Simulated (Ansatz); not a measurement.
Li2H6Pt:
```
Li2H6Pt
1.0
    0.00000     3.34560     3.34560
    3.34560     0.00000     3.34560
    3.34560     3.34560     0.00000
Li H Pt
2 6 1
Direct
  0.75000   0.75000   0.75000
  0.25000   0.25000   0.25000
  0.75640   0.75640   0.24360
  0.24360   0.24360   0.75640
  0.24360   0.75640   0.75640
  0.75640   0.24360   0.24360
  0.75640   0.24360   0.75640
  0.24360   0.75640   0.24360
  0.00000   0.00000   0.00000
```

r²SCAN in the plane-wave PAW code Ansatz gives a gap of 3.33 eV without spin–orbit coupling, maximum on the K–Γ line, 50 % of the way from K, minimum at X.

Problem. What happens when spin–orbit coupling is switched on?

Solution. The gap falls by 0.05 eV, to 3.28 eV; maximum at L, minimum at X.

Problem. Give the electron effective mass with spin–orbit coupling.

Solution. 0.33, 0.33, 0.65 mₑ (principal values).

Problem. Give the hole effective mass with spin–orbit coupling.

Solution. 0.51, 0.51, 5.9 mₑ (principal values).

Space group Fm-3m. The first step of the workflow began from a Materials Project structure, measured or hypothetical; the Crystallography Open Database copy checked does not list it. Its standing as an ambient phase is unchecked. Symmetry was held in the r²SCAN relaxation; whether a distortion lowers the energy is not shown. No spin polarisation was allowed.

Potentials: the later of the program's two PAW sets.
